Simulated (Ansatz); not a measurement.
The relaxed structure here is a generated cell of Pt: the first start was made by placing the elements on the sites of a structure type, and the end was not matched to a known phase here, so it may be hypothetical. Known forms of Pt include space group No. 225.

A relaxed cell of Pt (Pm-3n (No. 223)), relaxed on a k-mesh at least as fine as the one used below. The numbers are results of PBEsol (plane waves to 420 eV, PAW, scalar-relativistic; Ansatz, an electronic-structure program), not measurements. Γ-centred k-mesh 7×7×7 on the run's cell (coarser than for final values), Fermi–Dirac smearing 0.05 eV.

```
CELL_PARAMETERS angstrom
      4.99534     0.00000     0.00000
      0.00000     4.99534     0.00000
      0.00000     0.00000     4.99534
ATOMIC_POSITIONS crystal
  Pt 0.25000 0.00000 0.50000
  Pt 0.75000 0.00000 0.50000
  Pt 0.00000 0.50000 0.25000
  Pt 0.00000 0.50000 0.75000
  Pt 0.50000 0.25000 0.00000
  Pt 0.50000 0.75000 0.00000
  Pt 0.00000 0.00000 0.00000
  Pt 0.50000 0.50000 0.50000
```

The atoms are displaced by (Å):

```tsv
atom	ux	uy	uz
Pt1	-0.010	0.104	0.085
Pt2	-0.075	0.045	-0.027
Pt3	0.081	0.015	0.002
Pt4	0.077	-0.016	0.055
Pt5	0.043	-0.034	-0.003
Pt6	-0.025	-0.028	-0.096
Pt7	-0.041	-0.120	-0.076
Pt8	-0.090	0.005	0.025
```

Q: What forces (eV/Å) and pressure result?

A: 
```
atom     Fx     Fy     Fz
----  -----  -----  -----
Pt1   -1.41  -0.28  -0.45
Pt2    1.40  -0.41  -0.78
Pt3   -0.86  -0.31   0.98
Pt4   -0.83  -0.63  -1.14
Pt5    0.17   0.17   0.67
Pt6   -0.07  -0.08   0.46
Pt7    0.07   0.89   0.98
Pt8    1.53   0.65  -0.71
```

Pressure +2.8 GPa.

Q: Estimate the energy cost of the displacement in the harmonic approximation and compare with the calculation.

A: For a harmonic well ΔE = −½ Σ F·u = 0.362 eV a cell, or 45 meV/atom. The calculated energy relative to the undisplaced cell is +0.05 eV/atom, so the harmonic estimate holds well.

The undisplaced cell is probably no minimum: from this displacement the run went on to Fm-3m (No. 225), 0.29 eV/atom below it.

No spin polarisation in the result.
